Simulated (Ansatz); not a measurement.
Run on Ba3AlB (perovskite type): DFT, PBE, all-electron LAPW, scalar-relativistic (Ansatz 0.2.0).

The cell comes from a relaxation on PAW files under the same functional, begun from a prototype that needn't be the stable phase.

Command: `ansatz run input.yaml --threads 2 --pin off --max-ram 5120MiB --backend cpu --events-out ev --progress --plain --runs-dir out` It took 57 s on 2 threads of Intel(R) Xeon(R) Processor @ 2.70GHz, on a shared host, peak memory 0.46 GiB.

```yaml
crystal:
  lattice:
    - [5.812546631, 0.0, 0.0]
    - [0.0, 5.812546631, 0.0]
    - [0.0, 0.0, 5.812546631]
  atoms:
    - { symbol: Al, position: [0.0, 0.0, 0.0] }
    - { symbol: B, position: [0.5, 0.5, 0.5] }
    - { symbol: Ba, position: [0.5, 0.5, 0.0] }
    - { symbol: Ba, position: [0.5, 0.0, 0.5] }
    - { symbol: Ba, position: [0.0, 0.5, 0.5] }
kpoints:
  mp_grid: { grid: [6, 6, 6] }
  band_path:
    path:
      - [0.0, 0.0, 0.0]
      - [0.0, 0.5, 0.0]
      - [0.5, 0.5, 0.0]
      - [0.0, 0.0, 0.0]
      - [0.5, 0.5, 0.5]
      - [0.0, 0.5, 0.0]
      - [0.5, 0.5, 0.5]
      - [0.5, 0.5, 0.0]
    npoints: 14
scf:
  occupations: { method: fermi_dirac, width: 0.05 }
hamiltonian:
  xc: pbe
  pseudopotentials: { kind: all_electron, lapw: { basis_error: 0.001 } }
output:
  forces: true
  stress: true
  eigenvalues: true
  populations: true
  dos: { projected: true, de: 0.2, e_range: [-14, 8] }
```

Output:

```
Al: projections on atomic orbitals take those of the free atom 1s2 2s2 2p6 3s2 3p1, of charge +0.00 (hamiltonian.pseudopotentials.projection_atoms)
B: projections on atomic orbitals take those of the free atom 1s2 2s2 2p1, of charge +0.00 (hamiltonian.pseudopotentials.projection_atoms)
Ba: projections on atomic orbitals take those of the free atom 1s2 2s2 2p6 3s2 3p6 3d10 4s2 4p6 4d10 5s2 5p6 6s2, of charge +0.00 (hamiltonian.pseudopotentials.projection_atoms)
LAPW: plane waves up to 6.178 Å⁻¹, error target 1.0e-3 eV per atom; small_component_spin mean_spin; B in spheres of 1.277 Å, 5 of its electrons in bands, Dirac shells []; Al in spheres of 1.630 Å, 11 of its electrons in bands, Dirac shells []; Ba in spheres of 1.630 Å, 28 of its electrons in bands, Dirac shells [] (how accurate: hamiltonian.pseudopotentials.lapw.basis_error, Limitations)
Engine: ansatz 0.2.0
Pseudopotentials: kind: all_electron
Pseudopotential: Al, LAPW, valence charge 11, lapw/all_electron/scalar/gaussian/Al, Koelling and Harmon's equation, gaussian nucleus
Pseudopotential: B, LAPW, valence charge 5, lapw/all_electron/scalar/gaussian/B, Koelling and Harmon's equation, gaussian nucleus
Pseudopotential: Ba, LAPW, valence charge 28, lapw/all_electron/scalar/gaussian/Ba, Koelling and Harmon's equation, gaussian nucleus
Functional definition: PBE
  parameter kappa = 0.804
  parameter beta = 0.06672455060314922
  exchange = pbe_x(kappa = kappa, mu = beta*pi^2/3)
  correlation = pbe_c(beta = beta)
Crystal: 5 atoms, lattice volume = 196.381 Å³
Basis set: ecut = 145.423991794775 eV, 751 PW (Γ), exchange–correlation at level 2
Bands: 60, of which v1, the nominal top of the filled ones, is band 50 counted from 1 (49 counted from 0)
Symmetry: 48 space group operations
Space group: Pm-3m (ITA 221), of the structure as read, at distance tolerance 5.8e-5 Å
k-points: 20 of 216
Non-local potential: Al, projectors of the file, none
Non-local potential: B, projectors of the file, none
Non-local potential: Ba, projectors of the file, none
Initial density: superposition of atomic densities (chi_scale 0.1, normalization cell, long waves kept (reshape's long-wave potential 0.00 eV rms))
Initial wavefunctions: plane waves of lowest kinetic energy (no species holds an atomic orbital)
Functional: x = pbe(κ = 0.804, μ = 0.2195149727645171), c = pbe(β = 0.06672455060314922)
iter 1 solved again at ethr=3.04e-2 eV; its pass at ethr=1.00e-1 eV (dr2=3.04e1 eV) is discarded
SCF iter   1: F=—  HF=-671403.612376 eV  |F-HF|=—  |Δ(HF+E_count)|=         —  Δρ=5.73e-2  dr2=3.04e1  ethr=3.04e-2  ⟨swp⟩=2.0  Hψ=7313  notcnv=0
preconditioner: auto → Kerker (q_TF=auto, 2.438 Å⁻¹)  [metal: Δε(μ)=0.027 eV  Ē_g=11.115 eV  σ=0.050 eV  W_gap=0.13  n_scr=56 (ndim 8)  ℏωp=14.5 eV  f_vac=0.000  D(μ)=4.58/eV (n_scr^D=26)]
iter 2 solved again at ethr=2.66e-4 eV; its pass at ethr=3.04e-2 eV (dr2=2.66e-1 eV) is discarded
SCF iter   2: F=—  HF=-671398.564217 eV  |F-HF|=—  |Δ(HF+E_count)|=    5.05e0  Δρ=1.16e-2  dr2=2.66e-1  ethr=2.66e-4  ⟨swp⟩=3.0  Hψ=6180  notcnv=0
SCF iter   3: F=—  HF=-671398.490371 eV  |F-HF|=—  |Δ(HF+E_count)|=         —  Δρ=1.29e-2  dr2=1.92e0  ethr=2.66e-4  ⟨swp⟩=3.0  Hψ=4224  notcnv=0
the basis was enlarged: its passes take 666.0 KiB over the memory plan, 2 of 2 planned eigensolver slots
SCF iter   4: F=—  HF=-671398.741482 eV  |F-HF|=—  |Δ(HF+E_count)|=   2.51e-1  Δρ=1.56e-2  dr2=3.40e0  ethr=2.66e-4  ⟨swp⟩=3.5  Hψ=4580  notcnv=0
SCF iter   5: F=—  HF=-671398.549124 eV  |F-HF|=—  |Δ(HF+E_count)|=   1.92e-1  Δρ=1.20e-2  dr2=2.00e0  ethr=2.66e-4  ⟨swp⟩=2.1  Hψ=3802  notcnv=0
SCF iter   6: F=—  HF=-671398.375658 eV  |F-HF|=—  |Δ(HF+E_count)|=   1.73e-1  Δρ=5.18e-3  dr2=3.69e-1  ethr=2.66e-4  ⟨swp⟩=2.4  Hψ=3811  notcnv=0
SCF iter   7: F=—  HF=-671398.341328 eV  |F-HF|=—  |Δ(HF+E_count)|=   3.43e-2  Δρ=1.03e-3  dr2=1.39e-2  ethr=2.66e-4  ⟨swp⟩=2.0  Hψ=3749  notcnv=0  defer=1
SCF iter   8: F=—  HF=-671398.339556 eV  |F-HF|=—  |Δ(HF+E_count)|=   1.77e-3  Δρ=2.64e-4  dr2=6.73e-4  ethr=1.39e-5  ⟨swp⟩=2.0  Hψ=3915  notcnv=0
SCF iter   9: F=—  HF=-671398.339477 eV  |F-HF|=—  |Δ(HF+E_count)|=   7.94e-5  Δρ=1.19e-4  dr2=1.28e-4  ethr=6.73e-7  ⟨swp⟩=2.2  Hψ=3915  notcnv=0
SCF iter  10: F=—  HF=-671398.339471 eV  |F-HF|=—  |Δ(HF+E_count)|=   6.42e-6  Δρ=3.51e-5  dr2=8.90e-6  ethr=1.28e-7  ⟨swp⟩=2.0  Hψ=3908  notcnv=0
SCF iter  11: F=—  HF=-671398.339468 eV  |F-HF|=—  |Δ(HF+E_count)|=   2.83e-6  Δρ=1.72e-5  dr2=1.07e-6  ethr=8.90e-9  ⟨swp⟩=2.0  Hψ=3908  notcnv=0
SCF iter  12: F=—  HF=-671398.339468 eV  |F-HF|=—  |Δ(HF+E_count)|=   4.58e-7  Δρ=4.74e-6  dr2=1.15e-7  ethr=1.07e-9  ⟨swp⟩=3.0  Hψ=4020  notcnv=0
SCF iter  13: F=-671398.339468 eV  HF=-671398.339468 eV  |F-HF|=2.68e-8  |Δ(HF+E_count)|=   1.20e-8  Δρ=1.66e-6  dr2=3.23e-8  ethr=1.15e-10  ⟨swp⟩=2.9  Hψ=3945  notcnv=0
SCF 1 converged in 13 iterations: F = -671398.339468 eV  dr2 = 3.23e-8
NSCF: frozen V_eff on 99 k-points
SCF converged after 13 iterations
Free energy (F): -671398.339468 eV
Harris-Foulkes:  -671398.339468 eV  (|F-HF|=2.68e-8)
Internal energy: -671398.248500 eV  (E = F + TS)
E sigma→0 (E₀):  -671398.293984 eV
Entropy (-TS):   -0.090968 eV (-18.194 meV/atom)
Fermi energy:    8.144664 eV
--- Per-component energies (eV) ---
  E_band       = -7648.079648
  E_kinetic    = 714921.765131
  E_xc         = -16794.052162
  E_electrostatic = -1369525.961468  (all electrons and nuclei)
  E_smearing   = -0.090968  (= −TS)
  E_closure    = 0.000000  (closes the sum)
  E_atoms      = -671384.470196  (free atoms, spherical and without spin; not in F)
  Σ components = -671398.339468   (vs F -671398.339468, Δ=0.00e0)
  Basis errors (estimates in eV, not in F): energy 5.0e-4 per atom: plane waves 4.7e-4 (2.7e-4 summed), levels above the bands 9.5e-33, relativity 1.6e-8, radial functions 2.9e-5, core shells 5.7e-11; eigenvalues (radial functions only) 7.4e-6; not estimated: angular momenta, meshes, grids; target (lapw.basis_error) 1.0e-3; muffin-tin radii B 1.277 Å, Al 1.630 Å, Ba 1.630 Å
--- Forces (eV/Å), atoms counted from 1 ---
  atom   1  Al    -0.00000000     0.00000000    -0.00000000
  atom   2  B      0.00000000     0.00000000    -0.00000000
  atom   3  Ba    -0.00000000     0.00000000     0.00000000
  atom   4  Ba     0.00000000     0.00000000     0.00000000
  atom   5  Ba    -0.00000000     0.00000000     0.00000000
  max |Σ_I F_I| component: 2.71e-30 eV/Å
--- Stress (GPa, compression-positive) ---
        0.002518      -0.000000       0.000000
       -0.000000       0.002518       0.000000
        0.000000       0.000000       0.002518
  P = ⅓ Tr σ = 0.0025 GPa (0.025 kbar)
--- Band table (eV; the first three rows and the last of 20) ---
  k-point 0: bands = ["-229.7476", "-229.7476", "-229.7476", "-166.8748", "-166.8748", "-166.8748", "-166.8748", "-166.8748", "-166.8748", "-166.8512", "-166.8512", "-166.8512", "-165.2242", "-95.1992", "-75.6605", "-75.6605", "-75.6605", "-75.6568", "-75.6568", "-75.6568", "-75.6419", "-75.6419", "-75.6419", "-75.6419", "-75.6419", "-75.6419", "-75.6241", "-75.6241", "-75.6241", "-56.6674", "-56.6674", "-56.6674", "-19.8800", "-19.7593", "-19.7593", "-5.4493", "-5.4493", "-5.4493", "-5.0185", "-5.0185", "-5.0185", "-4.7642", "-4.7642", "-4.7642", "2.0760", "3.7381", "8.3979", "8.3979", "8.7351", "8.7351", "8.7351", "8.9196", "8.9196", "8.9196", "9.5607", "9.5607", "9.5607", "10.1184", "11.5845", "11.5845"]
  k-point 1: bands = ["-229.7476", "-229.7476", "-229.7476", "-166.8748", "-166.8748", "-166.8748", "-166.8748", "-166.8748", "-166.8748", "-166.8512", "-166.8512", "-166.8512", "-165.2242", "-95.1992", "-75.6605", "-75.6605", "-75.6605", "-75.6568", "-75.6568", "-75.6568", "-75.6419", "-75.6419", "-75.6419", "-75.6419", "-75.6419", "-75.6419", "-75.6241", "-75.6241", "-75.6241", "-56.6674", "-56.6674", "-56.6674", "-19.8730", "-19.7664", "-19.7592", "-5.4245", "-5.4245", "-5.4164", "-5.0283", "-5.0283", "-5.0232", "-4.8267", "-4.7833", "-4.7833", "2.2399", "3.8346", "7.8612", "8.5267", "8.5267", "8.5952", "8.7712", "8.8080", "8.8829", "8.8829", "9.1779", "9.9061", "9.9061", "10.8283", "11.2802", "11.8314"]
  k-point 2: bands = ["-229.7476", "-229.7476", "-229.7476", "-166.8748", "-166.8748", "-166.8748", "-166.8748", "-166.8748", "-166.8748", "-166.8512", "-166.8512", "-166.8512", "-165.2242", "-95.1992", "-75.6605", "-75.6605", "-75.6605", "-75.6568", "-75.6568", "-75.6568", "-75.6419", "-75.6419", "-75.6419", "-75.6419", "-75.6419", "-75.6419", "-75.6241", "-75.6241", "-75.6241", "-56.6674", "-56.6674", "-56.6674", "-19.8547", "-19.7849", "-19.7590", "-5.3639", "-5.3639", "-5.3188", "-5.0600", "-5.0600", "-5.0325", "-4.9817", "-4.8201", "-4.8201", "2.6131", "4.0568", "7.1246", "7.7725", "8.3057", "8.3057", "8.7607", "8.7607", "8.9898", "9.1134", "9.6833", "10.6171", "10.6171", "10.7573", "11.2101", "12.2810"]
  k-point 19: bands = ["-229.7476", "-229.7476", "-229.7476", "-166.8748", "-166.8748", "-166.8748", "-166.8748", "-166.8748", "-166.8748", "-166.8512", "-166.8512", "-166.8512", "-165.2242", "-95.1992", "-75.6605", "-75.6605", "-75.6605", "-75.6568", "-75.6568", "-75.6568", "-75.6419", "-75.6419", "-75.6419", "-75.6419", "-75.6419", "-75.6419", "-75.6241", "-75.6241", "-75.6241", "-56.6674", "-56.6674", "-56.6674", "-19.7987", "-19.7987", "-19.7987", "-5.8594", "-5.3799", "-5.3799", "-5.3799", "-4.8034", "-4.8034", "-4.8034", "-4.7168", "-4.7168", "4.1140", "4.3004", "6.4680", "6.4680", "6.4680", "8.4055", "8.4055", "8.4055", "9.9470", "9.9470", "9.9470", "10.6071", "10.6071", "10.6071", "11.0351", "12.1478"]
--- Löwdin populations: 5 sites ---
  site symbol       q [e]
     0     Al     14.5463
     1      B      6.8032
     2     Ba     54.4871
     3     Ba     54.4871
     4     Ba     54.4871
  spilling = 0.006394 (of n_electrons = 186.000000)
```

populations.tsv:

```
# site	symbol	l	j	q
# orbitals = lowdin
# n_electrons = 186.000000
# spilling = 0.006394
# projection_atom_Al: 1s2 2s2 2p6 3s2 3p1
# projection_atom_B: 1s2 2s2 2p1
# projection_atom_Ba: 1s2 2s2 2p6 3s2 3p6 3d10 4s2 4p6 4d10 5s2 5p6 6s2
0	Al	0_1S	-	1.999979
0	Al	0_2S	-	1.998079
0	Al	0_3S	-	1.712808
0	Al	1_2P	-	5.999614
0	Al	1_3P	-	2.835849
1	B	0_1S	-	1.998067
1	B	0_2S	-	1.752104
1	B	1_2P	-	3.052997
2	Ba	0_1S	-	2.000000
2	Ba	0_2S	-	1.999985
2	Ba	0_3S	-	1.999789
2	Ba	0_4S	-	1.997592
2	Ba	0_5S	-	1.959312
2	Ba	0_6S	-	0.598932
2	Ba	1_2P	-	6.000000
2	Ba	1_3P	-	5.999996
2	Ba	1_4P	-	5.999687
2	Ba	1_5P	-	5.931825
2	Ba	2_3D	-	10.000000
2	Ba	2_4D	-	9.999933
3	Ba	0_1S	-	2.000000
3	Ba	0_2S	-	1.999985
3	Ba	0_3S	-	1.999789
3	Ba	0_4S	-	1.997592
3	Ba	0_5S	-	1.959312
3	Ba	0_6S	-	0.598932
3	Ba	1_2P	-	6.000000
3	Ba	1_3P	-	5.999996
3	Ba	1_4P	-	5.999687
3	Ba	1_5P	-	5.931825
3	Ba	2_3D	-	10.000000
3	Ba	2_4D	-	9.999933
4	Ba	0_1S	-	2.000000
4	Ba	0_2S	-	1.999985
4	Ba	0_3S	-	1.999789
4	Ba	0_4S	-	1.997592
4	Ba	0_5S	-	1.959312
4	Ba	0_6S	-	0.598932
4	Ba	1_2P	-	6.000000
4	Ba	1_3P	-	5.999996
4	Ba	1_4P	-	5.999687
4	Ba	1_5P	-	5.931825
4	Ba	2_3D	-	10.000000
4	Ba	2_4D	-	9.999933
```

Spin–orbit coupling is left out, which matters for the heavy atoms.
